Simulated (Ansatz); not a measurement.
## Calculated ¹¹⁹Sn Mössbauer parameters for SnO

Cell: a computed structure from the Materials Project (it need not be an observed phase), ions relaxed with r2SCAN at fixed cell.

```
Sn O
1.0
     3.81370    0.00000    0.00000
     0.00000    3.81370    0.00000
     0.00000    0.00000    4.88691
Sn O
2 2
Direct
  0.00000 0.50000 0.23403
  0.50000 0.00000 0.76597
  0.50000 0.50000 0.00000
  0.00000 0.00000 0.00000
```

Atom numbers follow the list; atoms alike are taken as one site, whose name carries the number of the first.

All values are calculated (Ansatz; DFT, r2SCAN, plane waves and PAW, scalar-relativistic, 500 eV cutoff, Γ-centred 9×9×7 k-points, Fermi–Dirac smearing 0.01 eV), not measured.

Isomer shifts (against SnO₂) follow from the electron density at the nucleus, δ = α(ρ − ρ₀), with α = 0.093 mm s⁻¹ a₀³ and ρ₀ = 183072.84 a₀⁻³ from a line fitted to 8 measured compounds at this level of theory (rms miss 0.14 mm/s). ΔE_Q = ½eQV_zz(1 + η²/3)^½ with Q = -0.132 b for the 23.9 keV state.

Task: What would the ¹¹⁹Sn spectrum's parameters be?

Result: 

```
site  atoms    first shell  ρ − ρ₀ (a₀⁻³)  δ (mm/s)  ΔE_Q (mm/s)     η
  Sn   1, 2  4 O at 2.22 Å           29.3      2.72         1.56  0.00
```

The shift of Sn is typical of Sn(II), and the large splitting points to a stereochemically active lone pair.

Without spin–orbit coupling (the program notes it for Sn) the gradients can shift somewhat, as the gap is small. With these PAW files V_zz is typically within 2 to 3 % of all-electron values, but misses above 10 % occur on Sn. With a gap of 0.5 eV on this mesh, the gradients can still move by some per cent as the k-mesh gets denser.
